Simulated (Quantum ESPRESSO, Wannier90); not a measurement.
**SrTe (rock salt): Wannier90 run**

Cell from Materials Project (mp-1958), symmetrised, no further relaxation. COD (Crystallography Open Database) has an entry of this formula and space group (matched by these alone). Method: LDA plane waves in Quantum ESPRESSO 7.5 (PseudoDojo norm-conserving files, 66 Ry, no spin polarisation, no spin-orbit coupling), Bloch states on a 8×8×8 mesh through Γ, Wannier90 4.0.1. Density: 8×8×8 mesh, cold smearing 0.01 Ry. Spin-orbit coupling is left out although heavy elements are present.

On the energy scale of pw.x, whose zero is arbitrary, the valence-band maximum lies at 6.36 eV.

Input w.win:

```
num_bands = 18
num_wann = 10
exclude_bands = 1-9
num_iter = 800
conv_tol = 1.0e-6
conv_window = 4
dis_num_iter = 1000
dis_conv_tol = 1.0e-6
dis_froz_max = 10.53
write_hr = true
write_u_matrices = true
begin projections
f=-0.00472,0.01276,-0.00552: s;d
f=0.50941,0.49584,0.49022: s;p
end projections
begin unit_cell_cart
ang
    0.0000000000    3.3558350000    3.3558350000
    3.3558350000    0.0000000000    3.3558350000
    3.3558350000    3.3558350000    0.0000000000
end unit_cell_cart
begin atoms_frac
Sr   0.0000000000  0.0000000000  0.0000000000
Te   0.5000000000  0.5000000000  0.5000000000
end atoms_frac
mp_grid = 8 8 8
begin kpoints
0.0000000000 0.0000000000 0.0000000000
0.0000000000 0.0000000000 0.1250000000
0.0000000000 0.0000000000 0.2500000000
... (509 more lines: the 8x8x8 mesh through Gamma)
end kpoints
```

Input of pw2wannier90.x that gives the overlap and projection files (equivalent; here they were cut from one run over all bands):

```
&inputpp
  outdir = './out'
  prefix = 'pwscf'
  seedname = 'w'
  write_amn = .true.
  write_mmn = .true.
/
```

Output w.wout (banner and timings cut):

```
                                    ------
                                    SYSTEM
                                    ------

                              Lattice Vectors (Ang)
                    a_1     0.000000   3.355835   3.355835
                    a_2     3.355835   0.000000   3.355835
                    a_3     3.355835   3.355835   0.000000

                   Unit Cell Volume:      75.58433  (Ang^3)

                        Reciprocal-Space Vectors (Ang^-1)
                    b_1    -0.936158   0.936158   0.936158
                    b_2     0.936158  -0.936158   0.936158
                    b_3     0.936158   0.936158  -0.936158

 *----------------------------------------------------------------------------*
 |   Site       Fractional Coordinate          Cartesian Coordinate (Ang)     |
 +----------------------------------------------------------------------------+
 | sr   1   0.00000   0.00000   0.00000   |    0.00000   0.00000   0.00000    |
 | te   1   0.50000   0.50000   0.50000   |    3.35583   3.35583   3.35583    |
 *----------------------------------------------------------------------------*
                                ------------
                                K-POINT GRID
                                ------------

             Grid size =  8 x  8 x  8      Total points =  512

 *---------------------------------- MAIN ------------------------------------*
 |  Number of Wannier Functions               :                10             |
 |  Number of Objective Wannier Functions     :                10             |
 |  Number of input Bloch states              :                18             |
 |  Output verbosity (1=low, 5=high)          :                 1             |
 |  Timing Level (1=low, 5=high)              :                 1             |
 |  Optimisation (0=memory, 3=speed)          :                 3             |
 |  Length Unit                               :               Ang             |
 |  Post-processing setup (write *.nnkp)      :                 F             |
 |  Using Gamma-only branch of algorithms     :                 F             |
 *----------------------------------------------------------------------------*
 *------------------------------- WANNIERISE ---------------------------------*
 |  Total number of iterations                :               800             |
 |  Number of CG steps before reset           :                 5             |
 |  Trial step length for line search         :             2.000             |
 |  Convergence tolerence                     :         0.100E-05             |
 |  Convergence window                        :                 4             |
 |  Iterations between writing output         :                 1             |
 |  Iterations between backing up to disk     :               100             |
 |  Write r^2_nm to file                      :                 F             |
 |  Write xyz WF centres to file              :                 F             |
 |  Write on-site energies <0n|H|0n> to file  :                 F             |
 |  Use guiding centre to control phases      :                 F             |
 |  Use phases for initial projections        :                 F             |
 *----------------------------------------------------------------------------*
 *------------------------------- DISENTANGLE --------------------------------*
 |  Using band disentanglement                :                 T             |
 |  Total number of iterations                :              1000             |
 |  Mixing ratio                              :             0.500             |
 |  Convergence tolerence                     :         1.000E-06             |
 |  Convergence window                        :                 3             |
 *----------------------------------------------------------------------------*
 *-------------------------------- PLOTTING ----------------------------------*
 |  Plotting Hamiltonian in WF basis          :                 T             |
 *----------------------------------------------------------------------------*

       ... (k-mesh section left out)

 Starting a new Wannier90 calculation ...

 Reading overlaps from w.mmn

 Reading projections from w.amn

 *------------------------------- DISENTANGLE --------------------------------*
 +----------------------------------------------------------------------------+
 |                              Energy  Windows                               |
 |                              ---------------                               |
 |                   Outer:   -3.64750  to   22.17934  (eV)                   |
 |                   Inner:   -3.64750  to   10.53000  (eV)                   |
 +----------------------------------------------------------------------------+
   Number of target bands to extract:   10

                   Unitarised projection of Wannier functions
                   ------------------------------------------
   A_mn = <psi_m|g_n> --> S = A.A^+ --> U = S^-1/2.A
   In dis_project... done
   Using an inner window (linner = T)
   In dis_proj_froz... done

                   Extraction of optimally-connected subspace
                   ------------------------------------------
 +---------------------------------------------------------------------+<-- DIS
 |  Iter     Omega_I(i-1)      Omega_I(i)      Delta (frac.)           |<-- DIS
 +---------------------------------------------------------------------+<-- DIS
       1      40.25411011      35.05773483       1.482E-01    <-- DIS
       2      35.21234772      33.47795611       5.181E-02    <-- DIS
       3      34.04916447      32.58142106       4.505E-02    <-- DIS
       4      33.05378595      31.97013212       3.390E-02    <-- DIS
       5      32.30988306      31.54133863       2.437E-02    <-- DIS
       6      31.77092966      31.23604420       1.712E-02    <-- DIS
       ... (lines left out)
     101      28.80711185      28.77576422       1.089E-03    <-- DIS
       ... (lines left out)
     201      26.15874258      26.13840696       7.780E-04    <-- DIS
       ... (lines left out)
     301      25.66804142      25.66776794       1.065E-05    <-- DIS
       ... (lines left out)
     317      25.65865653      25.65863413       8.729E-07    <-- DIS
     318      25.65820429      25.65819270       4.514E-07    <-- DIS
     319      25.65776513      25.65776391       4.775E-08    <-- DIS

             <<<      Delta < 1.000E-06  over  3 iterations     >>>
             <<< Disentanglement convergence criteria satisfied >>>

        Final Omega_I    25.65776391 (Ang^2)

 +----------------------------------------------------------------------------+

 Writing checkpoint file w.chk... done

 *------------------------------- WANNIERISE ---------------------------------*
 +--------------------------------------------------------------------+<-- CONV
 | Iter  Delta Spread     RMS Gradient      Spread (Ang^2)            |<-- CONV
 +--------------------------------------------------------------------+<-- CONV

 ------------------------------------------------------------------------------
 Initial State
  WF centre and spread    1  (  0.769281, -0.798772,  0.772872 )    11.74764569
  WF centre and spread    2  (  0.134667, -0.132967,  0.553234 )     7.71346096
  WF centre and spread    3  (  0.084694,  0.004469,  0.090517 )     4.14187443
  WF centre and spread    4  ( -0.004182, -0.098571,  0.087354 )     4.14434157
  WF centre and spread    5  (  0.417936, -0.404015,  0.001208 )     7.75357115
  WF centre and spread    6  (  0.082651, -0.100643, -0.004561 )     4.14405146
  WF centre and spread    7  (  3.308937,  3.360818,  3.365830 )     1.58491190
  WF centre and spread    8  (  3.357838,  3.352160,  3.767792 )     3.39595196
  WF centre and spread    9  (  3.796368,  3.352529,  3.361725 )     3.38679863
  WF centre and spread   10  (  3.358798,  2.933950,  3.362497 )     3.42529799
  Sum of centres and spreads ( 15.306988, 11.468956, 15.358468 )    51.43790575

      0     0.514E+02     0.0000000000       51.4379057454  <-- CONV
        O_D=      3.8443803 O_OD=     21.9357615 O_TOT=     51.4379057 <-- SPRD
 ------------------------------------------------------------------------------
      1    -0.699E+01     2.0230359975       44.4485810549  <-- CONV
        O_D=      1.3285627 O_OD=     17.4622544 O_TOT=     44.4485811 <-- SPRD
      2    -0.315E+01     1.5132689584       41.3011769312  <-- CONV
        O_D=      0.5778454 O_OD=     15.0655676 O_TOT=     41.3011769 <-- SPRD
      3    -0.154E+01     1.1024917930       39.7623797663  <-- CONV
        O_D=      0.5048699 O_OD=     13.5997459 O_TOT=     39.7623798 <-- SPRD
      4    -0.112E+01     0.8246387844       38.6422080134  <-- CONV
        O_D=      0.4187826 O_OD=     12.5656615 O_TOT=     38.6422080 <-- SPRD
      5    -0.801E+00     0.7076835444       37.8411055552  <-- CONV
        O_D=      0.3136704 O_OD=     11.8696712 O_TOT=     37.8411056 <-- SPRD
       ... (lines left out)
    100    -0.470E-02     0.0526751365       31.4513641160  <-- CONV
        O_D=      0.1581005 O_OD=      5.6354997 O_TOT=     31.4513641 <-- SPRD
       ... (lines left out)
    200    -0.259E-02     0.0390537741       31.0382282792  <-- CONV
        O_D=      0.1997536 O_OD=      5.1807107 O_TOT=     31.0382283 <-- SPRD
       ... (lines left out)
    300    -0.279E-04     0.0042536986       30.9663670773  <-- CONV
        O_D=      0.2012358 O_OD=      5.1073674 O_TOT=     30.9663671 <-- SPRD
       ... (lines left out)
    365    -0.777E-06     0.0006612231       30.9658790035  <-- CONV
        O_D=      0.2010830 O_OD=      5.1070321 O_TOT=     30.9658790 <-- SPRD
    366    -0.897E-06     0.0006276178       30.9658781068  <-- CONV
        O_D=      0.2010820 O_OD=      5.1070322 O_TOT=     30.9658781 <-- SPRD
    367    -0.798E-06     0.0010108662       30.9658773091  <-- CONV
        O_D=      0.2010809 O_OD=      5.1070325 O_TOT=     30.9658773 <-- SPRD
             <<<     Delta < 1.000E-06  over  4 iterations     >>>
             <<< Wannierisation convergence criteria satisfied >>>
 Final State
  WF centre and spread    1  (  0.859843, -0.858208, -0.235871 )     3.81359127
  WF centre and spread    2  ( -0.361515,  0.355152,  0.763652 )     3.70834414
  WF centre and spread    3  (  0.862048,  0.236871,  0.862520 )     3.80735654
  WF centre and spread    4  ( -0.227824, -0.852561,  0.853318 )     3.82331895
  WF centre and spread    5  (  0.734005,  0.344851, -0.346952 )     3.68727832
  WF centre and spread    6  ( -0.372147, -0.787236, -0.367068 )     3.72327282
  WF centre and spread    7  (  3.066229,  3.649313,  3.064132 )     2.49805068
  WF centre and spread    8  (  3.283229,  3.428607,  4.220461 )     1.96948883
  WF centre and spread    9  (  4.213852,  3.429664,  3.283120 )     1.95812982
  WF centre and spread   10  (  3.284348,  2.486919,  3.283906 )     1.97704593
  Sum of centres and spreads ( 15.342067, 11.433372, 15.381218 )    30.96587731

         Spreads (Ang^2)       Omega I      =    25.657763909
        ================       Omega D      =     0.201080917
                               Omega OD     =     5.107032483
    Final Spread (Ang^2)       Omega Total  =    30.965877309
```
